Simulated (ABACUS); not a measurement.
ABACUS run on MgZn3O4 (P1, 8 atoms in the cell; from Materials Project mp-1221958, changed as shown): self-consistent single point.

Computed with LDA (PW92), numerical atomic orbitals DZP (confined pseudo-atomic orbitals with Gaussian additions; energy shift 0.003 Ry), PseudoDojo 0.4 standard norm-conserving LDA (tails mended) pseudopotentials (ABACUS 3.10.1).

The change in words: lattice vector b scaled by 0.99. Reference geometry (Cm):
```yaml
crystal:
  lattice:
    - [5.86009, -1.61680, 0.00000]
    - [5.86009, 1.61680, 0.00000]
    - [-2.65407, 0.00000, 4.90795]
  atoms:
    - { symbol: Mg, position: [0.25130, 0.25130, 0.92000] }
    - { symbol: Zn, position: [0.75060, 0.75060, 0.41570] }
    - { symbol: Zn, position: [0.49930, 0.49930, 0.83020] }
    - { symbol: Zn, position: [0.99980, 0.99980, 0.33510] }
    - { symbol: O, position: [0.06140, 0.06140, 0.72890] }
    - { symbol: O, position: [0.55850, 0.55850, 0.22510] }
    - { symbol: O, position: [0.80870, 0.80870, 0.14000] }
    - { symbol: O, position: [0.30840, 0.30840, 0.64290] }
```

Reference input (self-consistent single point, DFT, LDA (PW92), numerical atomic orbitals DZP (confined pseudo-atomic orbitals with Gaussian additions; energy shift 0.003 Ry), PseudoDojo 0.4 standard norm-conserving LDA (tails mended) pseudopotentials): basis = DZP numerical atomic orbitals, energy shift 0.003 Ry; KPT = Gamma 6 6 4 0 0 0; basis_type = lcao; dft_functional = PWLDA; ecutwfc = 100 Ry; smearing_method = fixed; potentials = PseudoDojo 0.4 standard norm-conserving LDA (tails mended); symmetry = 1; symmetry_prec = 1e-05; ks_solver = genelpa; scf_nmax = 100; scf_thr = 1.0e-07. This run's input differs from it in these lines:

```diff
@@ -36,3 +36,3 @@
    5.8600940000   -1.6167960000    0.0000000000
-   5.8600940000    1.6167960000    0.0000000000
+   5.8014930000    1.6006280000    0.0000000000
   -2.6540720000    0.0000000000    4.9079480000
```

The program printed (abridged):

```
 SELF-CONSISTENT
 -------------------------------------------

                  longest orb rcut (Bohr) = 8.7
   longest nonlocal projector rcut (Bohr) = 1.9
                     search radius (Bohr) = 21.2

                          real space grid = [ 75, 75, 72 ]
                                 init_chg = atomic

 LCAO ALGORITHM --------------- ION=   1  ELEC=   1--------------------------------

 Density error is 0.0775821656356
 E_KohnSham     -1503.6152587886     -20457.7351192691
 E_Fermi        0.5580398778         7.5925220495

 LCAO ALGORITHM --------------- ION=   1  ELEC=   2--------------------------------

   [... lines left out ...]

   [... 8 blocks of this kind left out ...]

 LCAO ALGORITHM --------------- ION=   1  ELEC=  11--------------------------------

 Density error is 2.89855551722e-07
 E_KohnSham     -1504.4560898672     -20469.1752129939
 E_Fermi        0.6384108679         8.6860254687

 LCAO ALGORITHM --------------- ION=   1  ELEC=  12--------------------------------

 Density error is 8.6593727437e-08
 E_KohnSham     -1504.4560898672     -20469.1752129943
 E_KS(sigma->0) -1504.4560898672     -20469.1752129943
 E_entropy(-TS) 0.0000000000         0.0000000000
 E_Fermi        0.6384105285         8.6860208514
 charge density convergence is achieved
 final etot is -20469.175213 eV
 EFERMI = 8.6860208514 eV

 STATE ENERGY(eV) AND OCCUPATIONS    NSPIN == 1
   [... 54 lines left out ...]

 TOTAL-FORCE (eV/Angstrom)
                       Mg1         0.1234040826        -0.0217894158         0.0227277771
                       Zn1         0.0389561477        -0.0162126748        -0.0016026159
                       Zn2        -0.0114087491        -0.1638627618         0.0585804575
                       Zn3         0.0028190492        -0.1493094924         0.0697344108
                        O1        -0.2117514629         0.1692574749        -0.1939775406
                        O2        -0.0078288605         0.1660254121        -0.0695954894
                        O3        -0.0327411969         0.0122740844         0.2845851153
   [... lines left out ...]

 TOTAL-STRESS (KBAR)
         8.4814970300        12.8762943925         3.4671342884
        12.8762943925         9.9030854755        -2.2279321670
         3.4671342884        -2.2279321670         0.1261016149
 TOTAL-PRESSURE: 6.170228 KBAR

 --------------------------------------------
 !FINAL_ETOT_IS -20469.1752129942578904 eV
 --------------------------------------------
```

The run converged in 12 iterations. Against the reference run the free energy is nearly the same (within 1 meV/atom), the pressure goes from -0.84 to 0.62 GPa, the largest force goes from 0.276 to 0.333 eV/Å and the gap on the mesh moves little (1.394 to 1.402 eV).

The atom-centred basis is finite, which shifts total energies, pressures, gaps and forces against plane waves. The structure comes from a collection of computed structures, made at another level of theory; the collection holds predicted forms beside known ones. Its lattice was then scaled.

Cost on one core: very roughly 70 core-seconds.

The atomic orbitals were generated for these runs; they are not ABACUS's published sets and were checked against plane waves on a few crystals only.

“Tails mended”: in these copies of the files the far tail of each local potential was reset to the Coulomb form.
